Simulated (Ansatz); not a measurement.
# Relaxing a structure of AlPd

The relaxed structure here is a generated cell of AlPd: the first start was made by a random draw of sites in a space group, and the end was not matched to a known phase here, so it may be hypothetical.

The start is a randomly generated symmetric cell of AlPd (space group No. 65). Cell shape, volume and atoms are optimised at zero target pressure with PBE (plane waves to 420 eV, PAW, scalar-relativistic; Ansatz, a quantum-chemistry and plane-wave program). The first steps use a coarse 7×7×9 k-mesh.

Starting cell:
```
CELL_PARAMETERS angstrom
      3.54121    -3.75617     0.00000
      3.54121     3.75617     0.00000
      0.00000     0.00000     3.78488
ATOMIC_POSITIONS crystal
  Al 0.13728 0.86272 0.00000
  Al 0.86272 0.13728 0.00000
  Al 0.50000 0.50000 0.50000
  Pd 0.00000 0.00000 0.50000
  Pd 0.65575 0.65575 0.00000
  Pd 0.34425 0.34425 0.00000
```

Task: How large is the pressure on the unrelaxed cell, and of which sign?

Result: +41.4 GPa (positive: the cell is compressed).

Task: What is the largest force in the starting geometry, and on which atom (counted from 1)?

Result: 11.13 eV/Å, on Pd5, Pd6 (atoms numbered as listed).

Task: How much energy is released per atom?

Result: 1.24 eV/atom.

Task: How does the volume per atom move from start to end?

Result: +4.3 %, from 16.78 to 17.50 Å³/atom.

Task: How do the shortest distances between atoms change?

Result: The closest pairs of elements (up to four, under 3.6 Å), start → end: Al–Al 2.06 → 3.00 Å; Al–Pd 2.16 → 2.50 Å; Pd–Pd 2.21 → 2.80 Å.

Task: What band gap does the relaxed structure have at this level?

Result: Zero (metallic).

Task: What does it relax into? Give the structure.

Result: 
Space group Cmmm (No. 65); a = 6.771 Å, b = 7.503 Å, c = 4.135 Å, α = β = γ = 90.00°

```
atom  site  symmetry       x       y       z
----  ----  --------  ------  ------  ------
Al      4i       m2m  0.0000  0.2103  0.0000
Al      2c       mmm  0.0000  0.5000  0.5000
Pd      2d       mmm  0.5000  0.5000  0.5000
Pd      4g       2mm  0.2930  0.0000  0.0000
```
(The calculation used a cell of 6 atoms; values per cell refer to that cell.)

The space group stays Cmmm (No. 65) (the run could not lower it), with 6 atoms in the primitive cell. Final values are on a 9×9×11 k-mesh of the relaxed cell. No spin polarisation in the result.

The run could not lose the symmetry of its start: the end is stationary, and may be a saddle point rather than a minimum.
